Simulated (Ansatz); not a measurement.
## K2PtC6N6, one structure, two calculations

Cell: a measured structure from the Crystallography Open Database (COD), ions relaxed with PBE at fixed cell.

```cif
data_K2PtC6N6
_symmetry_space_group_name_H-M 'P-31m'
_symmetry_Int_Tables_number 162
_cell_length_a 7.3928
_cell_length_b 7.3928
_cell_length_c 6.6613
_cell_angle_alpha 90.000
_cell_angle_beta 90.000
_cell_angle_gamma 120.000
loop_
_atom_site_label
_atom_site_type_symbol
_atom_site_symmetry_multiplicity
_atom_site_Wyckoff_symbol
_atom_site_fract_x
_atom_site_fract_y
_atom_site_fract_z
K K 2 d 0.3333 0.6667 0.5000
Pt Pt 1 a 0.0000 0.0000 0.0000
C C 6 k 0.2230 0.2230 0.1740
N N 6 k 0.3513 0.3513 0.2751
```

One atom of each set is listed.

First run. Computed with Ansatz: DFT, PBE, plane waves and PAW, scalar-relativistic, 420 eV cutoff, Γ-centred 5×5×5 k-points, Fermi–Dirac smearing 0.05 eV.

```json
{"site": "K", "V_zz (10²¹ V/m²)": "0.75", "η": "0.00"}
{"site": "Pt", "V_zz (10²¹ V/m²)": "-0.48", "η": "0.00"}
{"site": "C", "V_zz (10²¹ V/m²)": "-3.97", "η": "0.08"}
{"site": "N", "V_zz (10²¹ V/m²)": "-7.23", "η": "0.00"}
```

Second run. The same atoms and settings, except that the cutoff is 300 eV.

Problem. Given the first result, estimate the second.

Solution. 

| site | V_zz | η | change of V_zz |
| --- | --- | --- | --- |
| K | 0.74 | 0.00 | -0.01 |
| Pt | -0.48 | 0.00 | 0.00 |
| C | -3.60 | 0.08 | +0.37 |
| N | -6.62 | 0.00 | +0.61 |

The largest change of V_zz is on N, from -7.23 to -6.62. In per cent, |V_zz| changes by -2 on K, -9 on C, -9 on N (all sites that start above 0.5).

Spin–orbit coupling is left out, which shifts gradients on Pt by a few per cent, and by more where contributions nearly cancel. The database entry as given showed forces above 3 eV/Å or a pressure above 30 GPa, though relaxing it moves no atom far.
